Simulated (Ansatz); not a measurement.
An Ansatz (a first-principles code) input:

Ansatz 0.2 input:
```yaml
crystal:
  lattice:
    - [0.0, 4.618557573, 4.618557573]
    - [4.618557573, 0.0, 4.618557573]
    - [4.618557573, 4.618557573, 0.0]
  atoms:
    - { symbol: K, position: [0.5, 0.5, 0.5] }
    - { symbol: Cs, position: [0.25, 0.25, 0.25] }
    - { symbol: Cs, position: [0.75, 0.75, 0.75] }
    - { symbol: In, position: [0.0, 0.0, 0.0] }
    - { symbol: F, position: [0.2257081256, 0.7742918744, 0.7742918744] }
    - { symbol: F, position: [0.7742918744, 0.2257081256, 0.2257081256] }
    - { symbol: F, position: [0.7742918744, 0.2257081256, 0.7742918744] }
    - { symbol: F, position: [0.2257081256, 0.7742918744, 0.2257081256] }
    - { symbol: F, position: [0.7742918744, 0.7742918744, 0.2257081256] }
    - { symbol: F, position: [0.2257081256, 0.2257081256, 0.7742918744] }
kpoints:
  mp_grid: { grid: [5, 5, 5] }
basis: { xc_grid: 2 }
hamiltonian:
  xc: pbesol
  pseudopotentials: { kind: paw }
scf:
  occupations: { method: fixed }
output:
  optics: { e_range: [0.0, 15.0], de: 0.05, sigma: 0.1, bands: { spectra_wanted_up_to: 12 eV } }
```

### Question
How many symmetry operations and irreducible k-points will the run report?

### Answer
48 operations, 10 of 125 k-points.

### Question
With a cutoff of 420 eV, how many plane waves at Γ?

### Answer
3839.

It took very roughly 100 core-seconds on shared server cores.

Space group Fm-3m. The first step of the workflow began from a Materials Project structure, measured or hypothetical; the Crystallography Open Database copy checked does not list it. Its standing as an ambient phase is unchecked. The cell was relaxed with PBEsol under the symmetry of its start; whether a distortion lowers the energy is not shown. Spin–orbit coupling is left out wherever it is not named.

Potentials: the later of the program's two PAW sets.

Ansatz is a plane-wave DFT program.
